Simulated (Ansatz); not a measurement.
Relaxed AlN (wurtzite):

```yaml
crystal:
  lattice:
    - [3.10670, 0.00000, 0.00000]
    - [-1.55335, 2.69048, 0.00000]
    - [0.00000, 0.00000, 4.97846]
  atoms:
    - { symbol: Al, position: [0.33333, 0.66667, 0.99659] }
    - { symbol: Al, position: [0.66667, 0.33333, 0.49659] }
    - { symbol: N, position: [0.33333, 0.66667, 0.37821] }
    - { symbol: N, position: [0.66667, 0.33333, 0.87821] }
```

In this cell atom 4 (N, nearest neighbour Al at 1.888 Å; its periodic images, 3.1 Å or more away, move with it) is moved by u·(1.000, 0.000, 0.000) + v·(0.000, 0.000, 1.000); the rest is frozen.

Level of theory: r2SCAN (plane waves to 500 eV, PAW, scalar-relativistic; Ansatz, an electronic-structure program). k mesh 10×10×6 (Γ-centred), Fermi-Dirac smearing 0.05 eV. Compression counts positive. Points where atoms come too close for the PAW data are left out (x in tables, blank in figures). AlN was relaxed with its symmetry unable to fall. 

Problem. Give the computed P (GPa) at all points of the grid u = -0.620, -0.310, 0.000, 0.310, 0.620 by v = -0.620, -0.310, 0.000, 0.310, 0.620.

Solution. P (GPa), with u across and v down:

```csv
v \ u,-0.620,-0.310,0.000,0.310,0.620
-0.620,x,x,x,x,x
-0.310,20.7,12.5,10.5,12.5,20.7
0.000,x,6.9,0.0,6.9,x
0.310,x,14.6,4.0,14.6,x
0.620,x,22.9,10.9,22.9,x
```

(For displaced atoms, the force is minus the slope of the energy, and its curvature is a force constant, which sets phonon frequencies.)
